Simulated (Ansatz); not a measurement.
BP:
```yaml
crystal:
  lattice:
    - [3.17945, 0.00000, 0.00000]
    - [-1.58973, 2.75349, 0.00000]
    - [0.00000, 0.00000, 5.27435]
  atoms:
    - { symbol: B, position: [0.66667, 0.33333, 0.50045] }
    - { symbol: B, position: [0.33333, 0.66667, 0.00045] }
    - { symbol: P, position: [0.66667, 0.33333, 0.87455] }
    - { symbol: P, position: [0.33333, 0.66667, 0.37455] }
```

Cartesian axes are those of the cell as given.

Give the proper piezoelectric stress tensor with relaxed ions from PBEsol in the plane-wave PAW code Ansatz.

In C/m², rows x, y, z, Voigt columns; mesh uncertainty up to 0.01.
```
 0.00   0.00   0.00   0.00   0.11   0.00
 0.00   0.00   0.00   0.11   0.00   0.00
 0.14   0.14  -0.32   0.00   0.00   0.00
```

The elastic tensor of the same run (GPa):

```csv
,1,2,3,4,5,6
1,413,63.4,28.3,0.0,0.0,0.0
2,63.4,413,28.3,0.0,0.0,0.0
3,28.3,28.3,465,0.0,0.0,0.0
4,0.0,0.0,0.0,134,0.0,0.0
5,0.0,0.0,0.0,0.0,134,0.0
6,0.0,0.0,0.0,0.0,0.0,175
```

Convert to strain constants d = e·S.

In pC/N:
```
 0.0   0.0   0.0   0.0   0.8   0.0
 0.0   0.0   0.0   0.8   0.0   0.0
 0.3   0.3  -0.7   0.0   0.0   0.0
```

Space group P6_3mc (wurtzite). The first step of the workflow began from a Materials Project structure, measured or hypothetical; the Crystallography Open Database copy checked does not list it. It is not the phase usual at ambient conditions (space group No. 216). The PBEsol relaxation kept the symmetry of its start; its stability against distortions is not shown here. Signs of piezoelectric constants follow the polarity of the cell as given.

Potentials: the earlier of the program's two PAW sets. The files were generated under PBE; for other functionals the program regenerates the frozen cores, and for LDA and PBEsol the local potential too.
